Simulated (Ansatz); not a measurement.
**Deforming YTe**

```yaml
crystal:
  lattice:
    - [0.00000, 3.04750, 3.04750]
    - [3.04750, 0.00000, 3.04750]
    - [3.04750, 3.04750, 0.00000]
  atoms:
    - { symbol: Y, position: [0.00000, 0.00000, 0.00000] }
    - { symbol: Te, position: [0.50000, 0.50000, 0.50000] }
```

Atom numbers follow the list: Y1, Te2.

The cell is COD entry 9008769, as deposited and not checked against the literature; nothing was relaxed.

Spin polarisation is left out, and whether a magnetic state lies lower isn't shown here.

Spin–orbit coupling is left out, though it moves levels of the heavy atoms by tenths of an eV or more.

Theory: Ansatz 0.2.0, DFT, PBEsol, all-electron LAPW, scalar-relativistic.

Settings: a Γ-centred 12×12×12 k mesh, Fermi–Dirac smearing of 0.05 eV, basis error target 0.5 meV/atom, no spin polarisation.

The unchanged cell is at -0.50 GPa.

In a metal, stresses and small energies carry noise from the k mesh.

x, y and z are the Cartesian axes of the cell as listed; fractional coordinates follow a strain, and an engineering shear is twice the off-diagonal strain component.

Q: One change gave: energy change under 1 meV/atom; stress change (xx, yy, zz, yz, xz, xy) 0.02, 0.02, 0.02, -0.18, -0.18, -0.18 GPa, compression positive. Which change was it?
A. equal xy, yz and zx engineering shear strains of -2 %
B. equal xy, yz and zx engineering shear strains of +2 %
C. equal xy, yz and zx engineering shear strains of +1 %
D. equal xy, yz and zx engineering shear strains of -1 %

A: B. For equal xy, yz and zx engineering shear strains of -2 %: energy change +1 meV/atom; stress change (xx, yy, zz, yz, xz, xy) 0.02, 0.02, 0.02, 0.21, 0.21, 0.21 GPa, compression positive. For equal xy, yz and zx engineering shear strains of -1 %: energy change under 1 meV/atom; stress change (xx, yy, zz, yz, xz, xy) 0.00, 0.00, 0.00, 0.11, 0.11, 0.11 GPa, compression positive. For equal xy, yz and zx engineering shear strains of +1 %: energy change under 1 meV/atom; stress change (xx, yy, zz, yz, xz, xy) 0.00, 0.00, 0.00, -0.10, -0.10, -0.10 GPa, compression positive.
